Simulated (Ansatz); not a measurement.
# Equation of state of Hf$_{2}$Cu from a dense series

```
CELL_PARAMETERS angstrom
-1.58475 1.58475 5.56665
1.58475 -1.58475 5.56665
1.58475 1.58475 -5.56665
ATOMIC_POSITIONS crystal
Hf 0.34000 0.34000 0.00000
Hf 0.66000 0.66000 0.00000
Cu 0.00000 0.00000 0.00000
```

Atom numbers follow the list: Hf1, Hf2, Cu3.

The cell comes from COD entry 1524980, which wasn't checked; take it as a given geometry.

Spin polarisation is left out, and whether a magnetic state lies lower isn't shown here.

No spin–orbit coupling, which matters for the heavy atoms here.

The calculation used DFT, PBEsol, all-electron LAPW, scalar-relativistic in Ansatz 0.2.0.

The runs use a Γ-centred 16×16×16 k mesh, Fermi–Dirac smearing of 0.03 eV, basis error target 1 meV/atom, no spin polarisation.

The cell is scaled evenly. Fractional coordinates are held (clamped ions).

| V (Å³/atom) | P (GPa) |
| --- | --- |
| 17.522 | 5.17 |
| 18.268 | -0.58 |
| 18.454 | -1.85 |
| 18.640 | -3.06 |
| 18.827 | -4.21 |
| 19.013 | -5.30 |
| 19.386 | -7.33 |
| 19.759 | -9.16 |

**Question.** Fit a third-order Birch–Murnaghan curve to the pressures.

**Answer.** P = (3B0/2)(y^(7/2) − y^(5/2))[1 + (3/4)(B0′ − 4)(y − 1)] with y = (V0/V)^(2/3) fits within 0.01 GPa for V0 = 18.185 Å³/atom, B0 = 129.6 GPa and B0′ = 3.88.

**Question.** Predict the pressure at the withheld volume, 17.895 Å³/atom.

**Answer.** There y = 1.0108, so the fit gives 2.15 GPa; the run gave 2.15 GPa.
